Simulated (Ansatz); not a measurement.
The cell below belongs to a search over invented structures; it isn't taken from experiment.

Input and command of a plane-wave DFT calculation in Ansatz:

```yaml
crystal:
  lattice:
    - [4.49240025, 0.0, 0.0]
    - [0.0, 4.49240025, 0.0]
    - [0.0, 0.0, 9.4505843]
  atoms:
    - { symbol: "Y", position: [0.5, 0.5, 0.5] }
    - { symbol: Ta, position: [0.0, 0.0, 0.0] }
    - { symbol: Te, position: [0.5, 0.5, 0.74608439] }
    - { symbol: Te, position: [0.5, 0.5, 0.25391561] }
    - { symbol: I, position: [0.5, 0.5, 0.0] }
basis:
  ecutwfc: 420
kpoints:
  mp_grid: { grid: [4, 4, 2] }
hamiltonian:
  xc: pbe
scf:
  occupations: { method: gaussian, width: 0.2 }
  lower_state_search: "off"
output:
  forces: true
  stress: true
  eigenvalues: true
relax:
  adjacent_minimum: "off"
  f_tol: 0.08
  max_steps: 16
  cell: { stress_tol: 0.8 }
```

```bash
ansatz run input.yaml --threads 1 --pin off --max-ram 2560MiB --backend cpu --events-out ev --progress --plain --runs-dir out
```

Processor: Arm Neoverse V1, 1 thread, on a host shared with other jobs.

Question: How long does it run, and how much memory does it take?

Answer: About 110 s, peak memory 0.51 GiB. It solves 44 bands at 12 k points (after reduction by symmetry) with about 3853 plane waves (on the last cell), in 114 SCF iterations over 14 ionic steps.
